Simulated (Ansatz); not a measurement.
This run works on a proposed trial structure, not on a known crystal.

Input and command of a plane-wave DFT calculation in Ansatz:

```yaml
crystal:
  lattice:
    - [3.0917526281, 0.0, 0.0]
    - [0.0, 3.0917526281, 0.0]
    - [0.0, 0.0, 8.3950529995]
  atoms:
    - { symbol: Zr, position: [0.0, 0.0, 0.5] }
    - { symbol: Zr, position: [0.5, 0.5, 0.7837405148] }
    - { symbol: Zr, position: [0.5, 0.5, 0.2162594852] }
    - { symbol: Zn, position: [0.0, 0.0, 0.0] }
    - { symbol: "N", position: [0.0, 0.0, 0.7522015418] }
    - { symbol: "N", position: [0.0, 0.0, 0.2477984582] }
    - { symbol: "N", position: [0.5, 0.5, 0.5] }
basis:
  ecutwfc: 420
kpoints:
  mp_grid: { grid: [10, 10, 4] }
hamiltonian:
  xc: pbe
scf:
  occupations: { method: gaussian, width: 0.1 }
output:
  forces: true
  stress: true
  eigenvalues: true
  write_density: true
  write_potential: true
  elf: true
  volumetric_format: npy
relax:
  adjacent_minimum: "off"
  f_tol: 0.01
  max_steps: 30
  cell: { stress_tol: 0.1, fix: [volume] }
```

```bash
ansatz run input.yaml --threads 1 --pin off --max-ram 2560MiB --backend cpu --events-out ev --progress --plain --runs-dir out
```

Processor: AMD EPYC 7R43 64-Core Processor (Zen 3), 1 thread, on a host shared with other jobs.

Question: Estimate time, memory and problem size.

Answer: About 82 s, peak memory 0.53 GiB. It solves 39 bands at 63 k points (after reduction by symmetry) with about 1595 plane waves, in 39 SCF iterations over 6 ionic steps.
